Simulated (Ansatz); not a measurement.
**Across 6 crystals: the Stoner enhancement**

Functional: LDA. Free runs of these cells end without moments; the starts listed are those of the smallest held moment. χ is M over the holding field at the smallest held moment (default PAW files, Ansatz 0.2.0), N(E_F) the unpolarised density of states averaged over the smearing, and S = χ/(μB·N) the Stoner enhancement; on these meshes S is rough.

Cells, held fixed (database entries or supercells of them):
- Sc (P-1): cell vectors (3.202, 0.000, 0.000); (1.502, 2.844, 0.000); (1.549, 0.926, 2.674) Å; Sc (0.000 0.000 0.000); starts Sc 0.05 μB; 14×14×14 mesh, smearing 0.08 eV
- Cu (Fm-3m): cell vectors (0.000, 1.808, 1.808); (1.808, 0.000, 1.808); (1.808, 1.808, 0.000) Å; Cu (0.000 0.000 0.000); starts Cu 0.2 μB; 16×16×16 mesh, smearing 0.05 eV
- Rh (Fm-3m): cell vectors (0.000, 1.898, 1.898); (1.898, 0.000, 1.898); (1.898, 1.898, 0.000) Å; Rh (0.000 0.000 0.000); starts Rh 0.2 μB; 15×15×15 mesh, smearing 0.05 eV; the entry's cell lengths or inner coordinates differ somewhat from later room-temperature determinations
- W (Fm-3m): cell vectors (0.000, 2.030, 2.030); (2.030, 0.000, 2.030); (2.030, 2.030, 0.000) Å; W (0.000 0.000 0.000); starts W 0.05 μB; 12×12×12 mesh, smearing 0.08 eV
- V (Im-3m): cell vectors (-1.514, 1.514, 1.514); (1.514, -1.514, 1.514); (1.514, 1.514, -1.514) Å; V (0.000 0.000 0.000); starts V 0.1 μB; 15×15×15 mesh, smearing 0.08 eV
- Nb (Fm-3m): cell vectors (0.000, 2.115, 2.115); (2.115, 0.000, 2.115); (2.115, 2.115, 0.000) Å; Nb (0.000 0.000 0.000); starts Nb 0.1 μB; 13×13×13 mesh, smearing 0.05 eV

```
   crystal  N(E_F) (states/eV/atom)  χ (μB/atom per 1000 T)    S
  Sc (P-1)                     1.96                   0.286    ?
Cu (Fm-3m)                     0.31                   0.019  1.1
Rh (Fm-3m)                     1.31                       ?  1.6
 W (Fm-3m)                     1.32                   0.129  1.7
 V (Im-3m)                     1.97                   0.253  2.2
Nb (Fm-3m)                     1.65                   0.188  2.0
```

**Question.** Fill in "S" for the row "Sc (P-1)".

**Answer.** 2.5.

**Question.** Fill in "χ (μB/atom per 1000 T)" for the row "Rh (Fm-3m)".

**Answer.** 0.118.

The series draws on cells whose two smallest held moments give the same S within 15 % and whose N(E_F) agrees with the run's entropy; others aren't listed.

The PAW files were made with PBE; the program remakes their cores once for the run's functional and then keeps them frozen. The Ansatz runs typed with the search for lower states off end where their start leads. Spin–orbit coupling is left out although heavy atoms are present. The magnetic state is the one that this cell and start allow. It needn't be the compound's measured order, which may need a larger cell or be absent.
